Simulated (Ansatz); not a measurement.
Method: Ansatz 0.2.0, DFT PBE, scalar-relativistic, plane waves, PAW.

Levels along Γ–Y–F0 | Δ0–Γ–Z–B0 | G0–T–Y | Γ–S–R–Z–T, in eV from a zero inside the gap, sorted by energy at each point. Points in fractions of the primitive reciprocal vectors: Γ (0.000 0.000 0.000), Y (0.500 0.500 0.000), F0 (0.333 0.667 0.000), Δ0 (-0.333 0.333 0.000), Z (0.000 0.000 0.500), B0 (-0.333 0.333 0.500), G0 (0.333 0.667 0.500), T (0.500 0.500 0.500), S (0.000 0.500 0.000), R (0.000 0.500 0.500).
```
point  k (1/Å, with 2π)  band 51  band 52  band 53  band 54  band 55  band 56  band 57
    Γ             0.000    -1.32    -0.47    -0.44    -0.44     0.44     2.98     4.76
    -             0.125    -1.41    -0.87    -0.50    -0.47     0.85     3.15     4.84
    -             0.251    -1.76    -1.40    -0.59    -0.57     1.48     3.55     5.01
    -             0.376    -1.82    -1.66    -0.75    -0.74     2.11     3.89     4.66
    -             0.502    -1.50    -1.45    -0.97    -0.94     2.70     3.93     4.07
    Y             0.627    -1.41    -1.21    -1.19    -1.07     3.07     3.70     3.87
    -             0.700    -1.38    -1.22    -1.20    -1.06     3.07     3.70     3.86
    -             0.772    -1.29    -1.26    -1.24    -1.04     3.08     3.69     3.80
    -             0.845    -1.33    -1.29    -1.17    -1.03     3.11     3.69     3.73
    -             0.917    -1.40    -1.25    -1.07    -1.05     3.14     3.63     3.73
   F0             0.990    -1.48    -1.21    -1.07    -1.02     3.18     3.53     3.83
   Δ0             0.990    -1.48    -1.21    -1.07    -1.02     3.18     3.53     3.83
    -             1.135    -1.45    -1.19    -1.13    -0.95     2.94     3.67     4.26
    -             1.279    -1.74    -1.57    -0.85    -0.76     2.37     4.01     4.63
    -             1.424    -1.76    -1.59    -0.64    -0.59     1.69     3.77     4.88
    -             1.569    -1.40    -0.97    -0.51    -0.48     0.95     3.23     4.85
    Γ             1.714    -1.32    -0.47    -0.44    -0.44     0.44     2.98     4.76
    -             1.830    -1.30    -0.89    -0.46    -0.46     0.82     3.00     4.86
    -             1.947    -1.25    -1.24    -0.53    -0.53     1.41     3.04     5.12
    -             2.063    -1.15    -1.15    -0.64    -0.63     1.97     3.08     5.39
    -             2.180    -1.04    -1.02    -0.77    -0.76     2.46     3.04     5.38
    Z             2.296    -0.91    -0.91    -0.90    -0.90     2.83     2.83     5.22
    -             2.441    -1.07    -1.07    -0.97    -0.97     3.01     3.01     5.07
    -             2.586    -1.33    -1.33    -1.15    -1.15     3.37     3.37     4.74
    -             2.731    -1.48    -1.48    -1.38    -1.38     3.56     3.56     4.43
    -             2.875    -1.61    -1.61    -1.61    -1.61     3.50     3.50     4.16
   B0             3.020    -1.72    -1.72    -1.66    -1.66     3.52     3.52     4.07
   G0             3.020    -1.72    -1.72    -1.66    -1.66     3.52     3.52     4.07
    -             3.093    -1.72    -1.72    -1.64    -1.64     3.57     3.57     4.04
    -             3.165    -1.73    -1.73    -1.64    -1.64     3.60     3.60     4.06
    -             3.238    -1.75    -1.75    -1.65    -1.65     3.58     3.58     4.13
    -             3.310    -1.78    -1.78    -1.65    -1.65     3.56     3.56     4.20
    T             3.383    -1.80    -1.80    -1.66    -1.66     3.55     3.55     4.23
    -             3.499    -1.79    -1.71    -1.61    -1.34     3.30     3.65     4.13
    -             3.616    -1.74    -1.49    -1.41    -1.13     3.27     3.39     3.94
    -             3.732    -1.58    -1.27    -1.24    -1.10     3.20     3.47     3.77
    -             3.849    -1.46    -1.19    -1.17    -1.12     3.10     3.71     3.75
    Y             3.965    -1.41    -1.21    -1.19    -1.07     3.07     3.70     3.87
    Γ             3.965    -1.32    -0.47    -0.44    -0.44     0.44     2.98     4.76
    -             4.090    -1.39    -0.87    -0.50    -0.47     0.85     3.17     4.83
    -             4.216    -1.73    -1.40    -0.59    -0.57     1.49     3.61     4.92
    -             4.341    -1.86    -1.64    -0.76    -0.74     2.13     3.97     4.78
    -             4.467    -1.57    -1.38    -1.01    -0.96     2.73     3.79     4.59
    S             4.592    -1.31    -1.24    -1.22    -1.17     3.17     3.43     4.46
    -             4.709    -1.34    -1.25    -1.19    -1.19     3.15     3.45     4.29
    -             4.825    -1.46    -1.35    -1.22    -1.13     3.10     3.54     3.96
    -             4.942    -1.62    -1.54    -1.37    -1.15     3.06     3.71     3.89
    -             5.058    -1.78    -1.75    -1.61    -1.29     3.15     3.80     4.07
    R             5.174    -1.82    -1.82    -1.57    -1.57     3.44     3.44     4.33
    -             5.300    -1.68    -1.68    -1.50    -1.50     3.55     3.55     4.26
    -             5.425    -1.42    -1.42    -1.33    -1.33     3.58     3.58     4.33
    -             5.551    -1.26    -1.26    -1.10    -1.10     3.29     3.29     4.70
    -             5.676    -1.03    -1.03    -0.95    -0.95     2.97     2.97     5.07
    Z             5.802    -0.91    -0.91    -0.90    -0.90     2.83     2.83     5.22
    -             5.927    -1.04    -1.04    -0.94    -0.94     2.97     2.97     5.01
    -             6.053    -1.28    -1.28    -1.08    -1.08     3.31     3.31     4.61
    -             6.178    -1.48    -1.48    -1.29    -1.29     3.67     3.67     4.18
    -             6.303    -1.72    -1.72    -1.51    -1.51     3.68     3.68     4.11
    T             6.429    -1.80    -1.80    -1.66    -1.66     3.55     3.55     4.23
```

The cell has space group Cmc2_1, 12 atoms and 108 electrons in the valence of the PAW potentials, and holds 3 elements, among them In; it is relaxed at this level.

Cutoff 420 eV, k mesh 6×6×6. No spin polarisation.

Task: Which material gives these bands?

Result: InGa$_{2}$N$_{3}$, conventional cell a = 10.021 Å, b = 5.780 Å, c = 5.398 Å, α = 90.00°, β = 90.00°, γ = 90.00°. Other compounds weren't ruled out.

It was relaxed from a Materials Project cell.
